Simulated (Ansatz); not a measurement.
SrC₈: rattling a relaxed structure

The cell was found from a structure generator's guess, not taken from experiment.

All numbers below come from Ansatz 0.2.0, DFT PBE+D3(BJ), scalar-relativistic, plane waves, PAW. Plane waves to 420 eV, a k mesh through Γ of 12×12×8 on the computed 9-atom cell and Gaussian smearing (0.10 eV); no spin polarisation.

The cell below (9 atoms, space group P6/mmm (No. 191)) is relaxed within its symmetry.

```
CELL_PARAMETERS angstrom
4.98536 0.00000 0.00000
-2.49268 4.31745 0.00000
0.00000 0.00000 4.83216
ATOMIC_POSITIONS crystal
Sr 0.00000 0.00000 0.50000
C 0.33333 0.66667 0.00000
C 0.33451 0.16726 0.00000
C 0.83274 0.66549 0.00000
C 0.83274 0.16726 0.00000
C 0.16726 0.83274 0.00000
C 0.16726 0.33451 0.00000
C 0.66549 0.83274 0.00000
C 0.66667 0.33333 0.00000
```

For the test it was strained at random (σ = 1.5 % a component), the atoms were moved at random (σ = 0.10 Å), and all was relaxed again on a coarse 4×6×6 mesh (in the run’s order of axes) with 0.20 eV smearing, with no symmetry imposed.

Q: Is the structure stable against such a distortion?

A: It returns, within 1 meV/atom of the unmoved cell on that mesh and with the same symmetry when read at 0.1 Å. No instability shows in this cell; modes of other wave vectors, which need another repeat, aren't tested.
